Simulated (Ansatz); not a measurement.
Mn3SnN: do energies and stresses tell the same story?

Level of theory: Ansatz 0.2.0, DFT r2SCAN, scalar-relativistic, plane waves, PAW.

Cutoff 500 eV; k points 10×10×10 on the computed 5-atom cell (Γ-centred); Gaussian smearing, width 0.10 eV; collinear spin from starting moments 3.49 3.49 3.49 -0.13 0 μB.

Relaxed cell: Pm-3m, a = 4.102 Å, b = 4.102 Å, c = 4.102 Å, α = 90.00°, β = 90.00°, γ = 90.00°, 5 atoms in the primitive cell. Whether it is the stable form of this composition wasn't checked.

Energies at zero smearing and pressures from the stress tensor, at volumes with shape and atoms relaxed:
```tsv
V (Å³/atom)	E − E(first) (meV/atom)	P (GPa)
12.974	0.00	7.71
13.388	-14.74	3.75
13.803	-19.50	0.01
14.217	-15.26	-2.66
14.631	-7.36	-3.38
```

Problem. Check P = −dE/dV between neighbouring volumes, and get the bulk modulus from the pressures alone.

Solution. With 1 eV/Å³ = 160.2 GPa:
```json
{"middle V (Å³/atom)": "13.181", "−ΔE/ΔV (GPa)": "5.704", "mean P (GPa)": "5.729"}
{"middle V (Å³/atom)": "13.595", "−ΔE/ΔV (GPa)": "1.840", "mean P (GPa)": "1.880"}
{"middle V (Å³/atom)": "14.010", "−ΔE/ΔV (GPa)": "-1.638", "mean P (GPa)": "-1.321"}
{"middle V (Å³/atom)": "14.424", "−ΔE/ΔV (GPa)": "-3.058", "mean P (GPa)": "-3.018"}
```

The two differ by 0.32 GPa at most. The mean of two end pressures misses the average over a step by about ΔV² P″/12, up to 0.20 GPa here; with that taken off 0.19 GPa remains, from the smearing term (the stress is the derivative of the free energy), the finite cutoff, the mesh or the relaxation's tolerance. The largest site moment goes from 3.01 to 3.38 μB along the series, which bends P(V). Around V = 13.803 Å³/atom, the two neighbours give B = −V ΔP/ΔV = 13.803 × 6.40 / 0.828 = 106.7 GPa, against B0 = 97.5 GPa from the Birch–Murnaghan fit of the energies, which describes these points poorly (B0' = 12.6).

The state reached may not be the lowest one. The run saw a state lower than the one given here. Moments started parallel, and an antiferromagnetic order may lie lower.

Only this magnetic start was tried.

Cost: 6 runs of about 11 core-minutes in all, on AMD EPYC 7R43 (Zen 3) (shared hosts).